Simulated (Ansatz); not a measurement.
GaSi2N in space group R3m (No. 160; Ga on 3a, N on 3a, Si on 3a, Si on 3a), the program Ansatz at the r²SCAN level (PAW), all energies at zero smearing, with the estimated change up to a 700 eV cutoff added, with one set of potentials and settings (totals compare only within such a set). Cell of 4 atoms (1 Ga, 1 N, 2 Si): -5453.759 eV.

| element | reference phase | E (eV/atom) |
|---|---|---|
| Ga | Cmce, 4 atoms in the cell | -3790.2722 |
| N | Pa-3, 8 atoms in the cell | -384.8341 |
| Si | Fd-3m, 2 atoms in the cell | -639.0665 |

Formation energy per atom, worked out: (-5453.759 − 1×(-3790.2722) − 1×(-384.8341) − 2×(-639.0665))/4 = -0.130 eV/atom (-13 kJ per mol of atoms), at 0 K, without zero-point energy or fitted corrections.

The start of the workflow was typed in or built on a structure type; neither database checked (COD, Materials Project) lists it. Its standing as an ambient phase is unchecked. The r²SCAN relaxation kept the symmetry of its start; its stability against distortions is not shown here. The references are the lowest solids computed at this level, not always the standard phases (solids in place of the gases).

Potentials: the earlier of the program's two PAW sets.
